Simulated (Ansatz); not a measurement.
Geometry optimisation in Ansatz: input, command and trajectory.

```yaml
crystal:
  lattice:
    - [2.70515, 1.5618190807, 4.7925]
    - [-2.70515, 1.5618190807, 4.7925]
    - [0.0, -3.1236381614, 4.7925]
  atoms:
    - { symbol: In, position: [0.0, 0.0, 0.0] }
    - { symbol: In, position: [0.5, 0.5, 0.5] }
    - { symbol: F, position: [0.8584, 0.6416, 0.25] }
    - { symbol: F, position: [0.25, 0.8584, 0.6416] }
    - { symbol: F, position: [0.6416, 0.25, 0.8584] }
    - { symbol: F, position: [0.1416, 0.3584, 0.75] }
    - { symbol: F, position: [0.75, 0.1416, 0.3584] }
    - { symbol: F, position: [0.3584, 0.75, 0.1416] }
basis:
  ecutwfc: 500
kpoints:
  mp_grid: { grid: [6, 6, 6] }
hamiltonian:
  xc: r2scan
scf:
  occupations: { method: gaussian, width: 0.02 }
output:
  forces: true
  stress: true
  eigenvalues: true
relax:
  adjacent_minimum: "off"
  f_tol: 0.01
  max_steps: 40
```

```bash
ansatz run input.yaml --threads 2 --pin off --max-ram 5120MiB --backend cpu --events-out ev --progress --plain --runs-dir out
```

Method: DFT r2SCAN, scalar-relativistic, plane waves, PAW (Ansatz 0.2.0).

Of 4 frames 4 are shown, positions in Å and forces in eV/Å; the SCF threshold varies from step to step.

```xyz
8
Lattice="2.7052 1.5618 4.7925 -2.7052 1.5618 4.7925 0.0000 -3.1236 4.7925" Properties=species:S:1:pos:R:3:forces:R:3 pbc="T T T" step=1 free_energy_over_end_meV_per_atom=6.01
In    0.0000    0.0000    0.0000    0.0000    0.0000    0.0000
In    0.0000    0.0000    7.1887    0.0000    0.0000    0.0000
F     0.5865    1.5618    8.3869    0.2067    0.0000    0.0000
F    -1.6458   -0.2730    8.3869   -0.1033    0.1790    0.0000
F     1.0593   -1.2888    8.3869   -0.1033   -0.1790    0.0000
F    -0.5865   -1.5618    5.9906   -0.2067    0.0000    0.0000
F     1.6458    0.2730    5.9906    0.1033   -0.1790    0.0000
F    -1.0593    1.2888    5.9906    0.1033    0.1790    0.0000
8
Lattice="2.7052 1.5618 4.7925 -2.7052 1.5618 4.7925 0.0000 -3.1236 4.7925" Properties=species:S:1:pos:R:3:forces:R:3 pbc="T T T" step=2 free_energy_over_end_meV_per_atom=1.45
In    0.0000    0.0000    0.0000    0.0000    0.0000    0.0000
In    0.0000    0.0000    7.1887    0.0000    0.0000    0.0000
F     0.6251    1.5618    8.3869    0.1057    0.0000    0.0000
F    -1.6651   -0.2395    8.3869   -0.0528    0.0915    0.0000
F     1.0400   -1.3223    8.3869   -0.0528   -0.0915    0.0000
F    -0.6251   -1.5618    5.9906   -0.1057    0.0000    0.0000
F     1.6651    0.2395    5.9906    0.0528   -0.0915    0.0000
F    -1.0400    1.3223    5.9906    0.0528    0.0915    0.0000
8
Lattice="2.7052 1.5618 4.7925 -2.7052 1.5618 4.7925 0.0000 -3.1236 4.7925" Properties=species:S:1:pos:R:3:forces:R:3 pbc="T T T" step=3 free_energy_over_end_meV_per_atom=0.02
In    0.0000    0.0000    0.0000    0.0000    0.0000    0.0000
In    0.0000    0.0000    7.1887    0.0000    0.0000    0.0000
F     0.6657    1.5618    8.3869   -0.0138    0.0000    0.0000
F    -1.6854   -0.2044    8.3869    0.0069   -0.0119    0.0000
F     1.0197   -1.3574    8.3869    0.0069    0.0119    0.0000
F    -0.6657   -1.5618    5.9906    0.0138    0.0000    0.0000
F     1.6854    0.2044    5.9906   -0.0069    0.0119    0.0000
F    -1.0197    1.3574    5.9906   -0.0069   -0.0119    0.0000
8
Lattice="2.7052 1.5618 4.7925 -2.7052 1.5618 4.7925 0.0000 -3.1236 4.7925" Properties=species:S:1:pos:R:3:forces:R:3 pbc="T T T" step=4 free_energy_over_end_meV_per_atom=0.00
In    0.0000    0.0000    0.0000    0.0000    0.0000    0.0000
In    0.0000    0.0000    7.1887    0.0000    0.0000    0.0000
F     0.6613    1.5618    8.3869   -0.0001    0.0000    0.0000
F    -1.6832   -0.2082    8.3869    0.0001   -0.0001    0.0000
F     1.0219   -1.3536    8.3869    0.0001    0.0001    0.0000
F    -0.6613   -1.5618    5.9906    0.0001    0.0000    0.0000
F     1.6832    0.2082    5.9906   -0.0001    0.0001    0.0000
F    -1.0219    1.3536    5.9906   -0.0001   -0.0001    0.0000
```

It took 24 s on 2 threads of Intel(R) Xeon(R) Platinum 8559C (Emerald Rapids), on a shared host, peak memory 0.96 GiB.